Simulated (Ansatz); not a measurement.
NiP in space group Pbca (No. 61; Ni on 8c, P on 8c) under volume change, DFT-PBEsol in the program Ansatz with PAW potentials, shape and atoms relaxed at each volume.

```
V (Å³/atom)  E − E(relaxed) (meV/atom)  P (GPa)
-----------  -------------------------  -------
11.146                            64.2    20.46
11.513                            26.8    12.42
11.881                             6.3     5.65
12.248                             0.0    -0.01
12.616                             5.6    -4.74
12.983                            21.2    -8.71
13.351                            45.0   -12.00
```

What does a third-order Birch–Murnaghan fit give for V₀, B₀ and B′?

V₀ = 12.25 Å³/atom, B₀ = 172 GPa, B′ = 4.9.

The workflow started from a Materials Project entry (that database holds measured and hypothetical structures alike); the Crystallography Open Database files this formula in space group No. 61, but the cells were not matched. Its standing as an ambient phase is unchecked. The cell was relaxed with PBEsol under the symmetry of its start; its stability against distortions is not shown here. The run is not spin-polarised.

Potentials: the later of the program's two PAW sets.
